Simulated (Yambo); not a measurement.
Mg₂ZnP₂ (space group P3m1, No. 156), G0W0@LDA in Yambo; all else as in the reference (3×3×2 Γ-centred k mesh, bands 13 to 176 and a 8 Ry block in the screening, 176 bands in G with the Bruneval-Gonze terminator, plasmon pole fitted at 27.2 eV). One parameter is varied: the cutoff of the exchange sum, over 5, 10, 20, 40, 84 Ry.

Question: From which value on does the gap Γ → K stay within 0.05 eV of the largest setting?

Answer: From 40 Ry on.
```json
[
 {"cutoff of the exchange sum (Ry)": "5", "G0W0 gap (eV)": "2.24", "valence shift (eV)": "0.16"},
 {"cutoff of the exchange sum (Ry)": "10", "G0W0 gap (eV)": "2.24", "valence shift (eV)": "-0.13"},
 {"cutoff of the exchange sum (Ry)": "20", "G0W0 gap (eV)": "2.08", "valence shift (eV)": "-0.31"},
 {"cutoff of the exchange sum (Ry)": "40", "G0W0 gap (eV)": "1.99", "valence shift (eV)": "-0.45"},
 {"cutoff of the exchange sum (Ry)": "84", "G0W0 gap (eV)": "1.97", "valence shift (eV)": "-0.51"}
]
```
The last step of the sweep still moves the gap by 17 meV; the other settings are held fixed.

Geometry of the Materials Project entry, not relaxed at this level; primitive cell a = b = 4.0141 Å, c = 6.5439 Å, α = β = 90.00°, γ = 120.00°.

The structure is a Materials Project entry; no match was found in the copy of COD used, and its stability was not checked.

A shift is the quasiparticle energy of the state minus its LDA energy.
